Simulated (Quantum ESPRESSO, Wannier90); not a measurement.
**Tight-binding from DFT: GaBi (zinc blende)**

```
begin unit_cell_cart
ang
    0.0000000000    3.1826650000    3.1826650000
    3.1826650000    0.0000000000    3.1826650000
    3.1826650000    3.1826650000    0.0000000000
end unit_cell_cart
begin atoms_frac
Ga  -0.2500000000 -0.2500000000 -0.2500000000
Bi   0.0000000000  0.0000000000  0.0000000000
end atoms_frac
```

Materials Project entry mp-1018126; symmetrised, unrelaxed at this level. Not found in the COD (Crystallography Open Database) copy used; not checked further. Level: LDA, no spin polarisation, no spin-orbit coupling; pw.x of Quantum ESPRESSO at 64 Ry with PseudoDojo potentials, 8×8×8 k-points, Wannier90. Density: 12×12×12 mesh, cold smearing 0.01 Ry. Spin-orbit coupling is left out although heavy elements are present.

Band 11 is isolated and gives one Wannier function a cell (Bi2 6s 68 %, Ga1 4p 19 %, Ga1 4s 9 %; spread 2.20 Å²). Its on-site energy is ε = -11.048 eV relative to the Fermi level, and its hoppings t(R) = t(−R) to the nearer images are (images within this range that aren't listed have |t| under 5 meV):

```csv
R (lattice vectors; −R alike),distance (Å),t (eV)
0 0 1,4.50,-0.109
0 1 -1,4.50,-0.109
0 1 0,4.50,-0.109
1 -1 0,4.50,-0.109
1 0 -1,4.50,-0.109
1 0 0,4.50,-0.109
1 -1 -1,6.37,0.006
1 -1 1,6.37,0.006
1 1 -1,6.37,0.006
0 1 -2,7.80,0.006
0 1 1,7.80,0.006
0 2 -1,7.80,0.006
1 -2 0,7.80,0.006
1 -2 1,7.80,0.006
1 0 -2,7.80,0.006
1 0 1,7.80,0.006
1 1 -2,7.80,0.006
1 1 0,7.80,0.006
2 -1 -1,7.80,0.006
2 -1 0,7.80,0.006
2 0 -1,7.80,0.006
```

**Question.** Work out the band energy at Γ, X, U, K from these numbers.

**Answer.** For one orbital E(k) = ε + Σ_R 2 t(R) cos(2π k·R), the sum over the listed R.
- Γ, k = (0.000, 0.000, 0.000): E = -11.048 + (-0.109)·(12.00) + (0.006)·(6.00) + (0.006)·(24.00) = -12.18 eV; pw.x: -12.17 eV
- X, k = (-0.500, -0.500, 0.000): E = -11.048 + (-0.109)·(-4.00) + (0.006)·(6.00) + (0.006)·(-8.00) = -10.62 eV; pw.x: -10.57 eV
- U, k = (-0.375, -0.375, 0.250): E = -11.048 + (-0.109)·(-3.66) + (0.006)·(2.00) + (0.006)·(4.00) = -10.61 eV; pw.x: -10.61 eV
- K, k = (-0.375, 0.000, 0.375): E = -11.048 + (-0.109)·(-3.66) + (0.006)·(2.00) + (0.006)·(4.00) = -10.61 eV; pw.x: -10.61 eV

At these points the listed shells miss the plane-wave band by up to 0.05 eV, of a width of 1.61 eV on the path. With all its hoppings the model misses the band by 0.2 meV at worst on the whole path, so most of the miss comes from the hoppings not listed.
